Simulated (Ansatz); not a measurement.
Here is the system:

HfTe$_{2}$:
```yaml
crystal:
  lattice:
    - [3.83701, 0.00000, 0.00000]
    - [-1.91850, 3.32295, 0.00000]
    - [0.00000, 0.00000, 6.50495]
  atoms:
    - { symbol: Hf, position: [0.00000, 0.00000, 0.00000] }
    - { symbol: Te, position: [0.33333, 0.66667, 0.27252] }
    - { symbol: Te, position: [0.66667, 0.33333, 0.72748] }
```

This is the LDA-relaxed structure.

All from LDA in the plane-wave PAW code Ansatz, unless another level is named. Give the bulk modulus (Birch–Murnaghan fit).

32.3 GPa.

Next, the highest zone-centre frequency?

23.0 meV.

Space group P-3m1 (CdI2 type). The first step of the workflow began from a Materials Project structure, measured or hypothetical; the Crystallography Open Database copy checked does not list it. Its standing as an ambient phase is unchecked. Symmetry was held in the LDA relaxation; of distortions, only those at the zone centre were tested. No spin polarisation was allowed. A crystal of weakly bound layers computed without a dispersion correction: the cell and the soft elastic constants depend strongly on that. Spin–orbit coupling is left out wherever it is not named.

Potentials: the later of the program's two PAW sets.
